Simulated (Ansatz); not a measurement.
Relaxed-ion elastic tensor of AlV2C in space group P6_3/mmc (No. 194; Al on 2c, V on 4f, C on 2a) in GPa (Voigt order), plane-wave PAW r²SCAN (Ansatz code); density 4.94 g/cm³, 11.84 Å³ per atom.

```
      1     2    3    4    5    6
-  ----  ----  ---  ---  ---  ---
1   352  91.7  107  0.0  0.0  0.0
2  91.7   352  107  0.0  0.0  0.0
3   107   107  348  0.0  0.0  0.0
4   0.0   0.0  0.0  159  0.0  0.0
5   0.0   0.0  0.0  0.0  159  0.0
6   0.0   0.0  0.0  0.0  0.0  130
```

Question: Is the crystal mechanically stable?

Answer: Yes: the smallest eigenvalue of C is 130 GPa.

Question: Work out the Voigt, Reuss and Hill averages.

Answer: K_V = 185, K_R = 185, K_H = 185; G_V = 139, G_R = 137, G_H = 138 GPa.

Question: Give Young's modulus, Poisson's ratio, Pugh's ratio and the universal anisotropy index.

Answer: E = 9KG/(3K + G) = 332 GPa; ν = 0.20; K/G = 1.34 (brittle by the Pugh limit of 1.75); A_U = 5G_V/G_R + K_V/K_R − 6 = 0.07.

Question: Estimate the sound speeds and the Debye temperature.

Answer: v_l = √((K + 4G/3)/ρ) = 8650 m/s, v_t = √(G/ρ) = 5290 m/s, mean 5840 m/s; Θ = (h/k)(3n/4πV)^(1/3) v_m = 763 K.

Question: How much does each axis shrink under pressure?

Answer: Linear compressibilities β_i = Σ_j S_ij (j = 1 to 3): x 1.8, y 1.8, z 1.7 per TPa.

The r²SCAN relaxation kept the symmetry of its start. The run is not spin-polarised. As this level gives no gap, shear constants depend on the k-mesh and smearing (Fermi–Dirac, 0.1 eV here).

Potentials: the earlier of the program's two PAW sets. The files were generated under PBE; for other functionals the program regenerates the frozen cores, and for LDA and PBEsol the local potential too.
